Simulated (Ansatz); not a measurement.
NaH:
```
CELL_PARAMETERS angstrom
      0.00000     2.39569     2.39569
      2.39569     0.00000     2.39569
      2.39569     2.39569     0.00000
ATOMIC_POSITIONS crystal
  Na 0.00000 0.00000 0.00000
  H  0.50000 0.50000 0.50000
```

This is the PBEsol-relaxed structure.

### Question
All from plane-wave PAW PBEsol (Ansatz code), unless another level is named. Predict the Young's modulus.

### Answer
47.6 GPa.

### Question
What about the elastic constants (relaxed ions, GPa)?

### Answer
C11 = 47.4, C12 = 12.3, C44 = 22.4.

Space group Fm-3m (rock salt). The cell was relaxed with PBEsol under the symmetry of its start; of distortions, only those at the zone centre were tested.

Potentials: the later of the program's two PAW sets.
